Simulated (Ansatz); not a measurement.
The cell below belongs to a search over invented structures; it isn't taken from experiment.

Input and command of a plane-wave DFT calculation in Ansatz:

```yaml
crystal:
  lattice:
    - [4.7269675519, 0.0, 0.0]
    - [0.0, 4.7269675519, 0.0]
    - [0.0, 0.0, 4.8278543815]
  atoms:
    - { symbol: Ga, position: [0.0, 0.5, 0.5] }
    - { symbol: Ga, position: [0.5, 0.0, 0.5] }
    - { symbol: Fe, position: [0.0, 0.0, 0.5] }
    - { symbol: "N", position: [0.0, 0.0, 0.8796798141] }
    - { symbol: "N", position: [0.0, 0.0, 0.1203201859] }
basis:
  ecutwfc: 420
kpoints:
  mp_grid: { grid: [8, 8, 6] }
hamiltonian:
  xc: pbe
scf:
  occupations: { method: gaussian, width: 0.1 }
output:
  forces: true
  stress: true
  eigenvalues: true
relax:
  adjacent_minimum: "off"
  f_tol: 0.01
  max_steps: 30
  cell: { stress_tol: 0.1, fix: [volume] }
```

```bash
ansatz run input.yaml --threads 1 --pin off --max-ram 2560MiB --backend cpu --events-out ev --progress --plain --runs-dir out
```

Processor: Intel(R) Xeon(R) Processor @ 2.50GHz (Skylake/Cascade Lake), 1 thread, on a host shared with other jobs.

**Question.** Estimate time, memory and problem size.

**Answer.** About 2.1 min, peak memory 0.51 GiB. It solves 32 bands at 60 k points (after reduction by symmetry) with about 2105 plane waves, in 33 SCF iterations over 5 ionic steps.
